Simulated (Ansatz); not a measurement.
TiSe2 (CdI2 type, space group No. 164) at seven volumes, plane-wave PAW PBE+D3(BJ) (Ansatz code), shape and atoms relaxed at each. One row is withheld.

```tsv
V (Å³/atom)	P (GPa)
18.678	?
19.294	3.31
19.910	1.43
20.525	0.00
21.141	-1.10
21.757	-1.80
22.373	-2.13
```

Q: Fit the shown pressures and predict the withheld one.

A: P = (3/2)B₀(x^(7/2) − x^(5/2))[1 + (3/4)(B′ − 4)(x − 1)] with x = (V₀/V)^(2/3). Least squares on the six rows gives V₀ = 20.505 Å³/atom, B₀ = 40.6 GPa, B′ = 10.32. At V = 18.678, x = 1.0642 and P = 5.96 GPa. The run itself gave 5.59 GPa.

Space group P-3m1 (CdI2 type). The cell was relaxed with PBE+D3(BJ) under the symmetry of its start; of distortions, only those at the zone centre were tested. The run is not spin-polarised.

Potentials: the later of the program's two PAW sets.
